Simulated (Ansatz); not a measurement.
CO2: O-17 NMR of the central transition

Cell: a COD entry, ions relaxed with PBE at fixed cell.

Space group Pa-3 (No. 205); a = 5.6300 Å.

```
site  Wyckoff  site symmetry       x       y       z
   C       4a           .-3.  0.0000  0.0000  0.0000
   O       8c            .3.  0.1198  0.1198  0.1198
```

One atom of each set is listed.

Method: Kohn–Sham DFT in Ansatz, r2SCAN, plane waves and PAW, scalar-relativistic, 500 eV cutoff, Γ-centred 4×4×4 k-points, Fermi–Dirac smearing 0.02 eV.

O-17 has I = 5/2 and Q = -25.58 mb (Pyykkö 2018); at 21.1 T its Larmor frequency is ν₀ = 121.8 MHz. Only the quadrupole interaction is simulated: positions count from each site's isotropic chemical shift, and J coupling is left out, as are shift anisotropy and dipolar coupling, which fast spinning averages.

**Question.** Give C_Q, η, the quadrupolar product P_Q = |C_Q|(1 + η²/3)^½, the second-order isotropic shift and the breadth of the pattern (fast magic-angle spinning) for each O site.

**Answer.** 

```csv
site,first shell,C_Q (MHz),η,P_Q (MHz),δ_QIS (ppm),breadth (kHz)
O,1 C at 1.17 Å,-4.78,0.00,4.78,-9.25,2.41
```

δ_QIS = −(ν_Q²/30ν₀²)[I(I+1) − 3/4](1 + η²/3) × 10⁶ ppm with ν_Q = 3|C_Q|/[2I(2I−1)]; it falls as 1/B₀² in ppm, and the breadth as 1/B₀ in kHz.

An axis of threefold or higher order runs through O, so V_zz lies along it and η is zero.

The largest force is 0.8 eV/Å, so the atoms aren't at the calculated equilibrium and relaxing them would move these values. The database entry as given showed forces above 3 eV/Å or a pressure above 30 GPa, though relaxing it moves no atom far.

The run took 15 s of wall time (15 s of CPU time) and 0.85 GiB at its peak, on 1 thread of Intel Xeon Platinum 8259CL CPU @ 2.50GHz (Skylake/Cascade Lake) (x86_64; 44 cores open to the job, memory cap 2.5 GiB, no GPU), a shared host with a load of 0.5 a core.
